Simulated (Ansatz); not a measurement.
SrMg, DFT, LDA, PAW with Ansatz's default frozen-core files, scalar-relativistic (Ansatz 0.2.0), run on 1 thread of Intel(R) Xeon(R) Platinum 8488C (Sapphire Rapids) on a shared host.

The cell is COD entry 9008822, as deposited and not checked against the literature; nothing was relaxed.

Command: `ansatz run input.yaml --threads 1 --pin off --max-ram 3072MiB --backend cpu --events-out ev --progress --plain --runs-dir out`

```yaml
crystal:
  lattice:
    - [3.9, 0.0, 0.0]
    - [0.0, 3.9, 0.0]
    - [0.0, 0.0, 3.9]
  atoms:
    - { symbol: Sr, position: [0.5, 0.5, 0.5] }
    - { symbol: Mg, position: [0.0, 0.0, 0.0] }
kpoints:
  mp_grid: { grid: [9, 9, 9] }
  band_path:
    path:
      - [0.0, 0.0, 0.0]
      - [0.0, 0.5, 0.0]
      - [0.5, 0.5, 0.0]
      - [0.0, 0.0, 0.0]
      - [0.5, 0.5, 0.5]
      - [0.0, 0.5, 0.0]
      - [0.5, 0.5, 0.5]
      - [0.5, 0.5, 0.0]
    npoints: 14
scf:
  occupations: { method: fermi_dirac, width: 0.05 }
hamiltonian:
  xc: lda
  pseudopotentials: { kind: paw }
output:
  forces: true
  stress: true
  eigenvalues: true
  efg: { contact_densities: true }
  populations: true
  bader: true
  dos: { projected: true, de: 0.2, e_range: [-14, 8] }
  write_density: true
  write_potential: true
  elf: true
  volumetric_format: npy
```

Question: How large is the problem that the program sets up?

Answer: 35 irreducible k-points, 1189 plane waves at Γ, 14 bands.

Question: About how long does it take, and how much memory does it use?

Answer: 10 s of wall time for 6 SCF iterations, with a peak of 0.38 GiB. Times on shared machines scatter by tens of per cent.

Question: And the same cell and mesh by full-potential LAPW, asked for forces, stress, eigenvalues, populations, dos and the same band path, on the same hardware?

Answer: 6.3 s, peak memory 0.3 GiB.

Question: And the same cell and mesh by all-electron PAW (datasets made for this crystal), asked for forces, stress, eigenvalues, efg and the same band path, on the same hardware?

Answer: 5.4 s, peak memory 0.38 GiB.
